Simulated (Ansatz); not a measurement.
Data:

InCo3SnS2:
```yaml
crystal:
  lattice:
    - [2.60863, 1.50609, 4.46333]
    - [-2.60863, 1.50609, 4.46333]
    - [0.00000, -3.01218, 4.46333]
  atoms:
    - { symbol: In, position: [0.50000, 0.50000, 0.50000] }
    - { symbol: Co, position: [0.00000, 0.50000, 0.50000] }
    - { symbol: Co, position: [0.50000, 0.00000, 0.50000] }
    - { symbol: Co, position: [0.50000, 0.50000, 0.00000] }
    - { symbol: Sn, position: [0.00000, 0.00000, 0.00000] }
    - { symbol: S, position: [0.22019, 0.22019, 0.22019] }
    - { symbol: S, position: [0.77981, 0.77981, 0.77981] }
```

This is the PBEsol-relaxed structure. Tensor components refer to the Cartesian frame of this cell.

Q: All from plane-wave PAW PBEsol (Ansatz code), unless another level is named. Give the Poisson's ratio.

A: 0.25.

Q: What about the elastic constants (relaxed ions, GPa)?

A: C11 = 236, C12 = 77.5, C13 = 64.0, C14 = -12.2, C33 = 195, C44 = 63.7.

Space group R-3m. The workflow started from a Materials Project entry (that database holds measured and hypothetical structures alike); the Crystallography Open Database copy checked does not list it. Its standing as an ambient phase is unchecked. The PBEsol relaxation kept the symmetry of its start; whether a distortion lowers the energy is not shown. No spin polarisation was allowed. Spin–orbit coupling is left out wherever it is not named.

Potentials: the later of the program's two PAW sets.
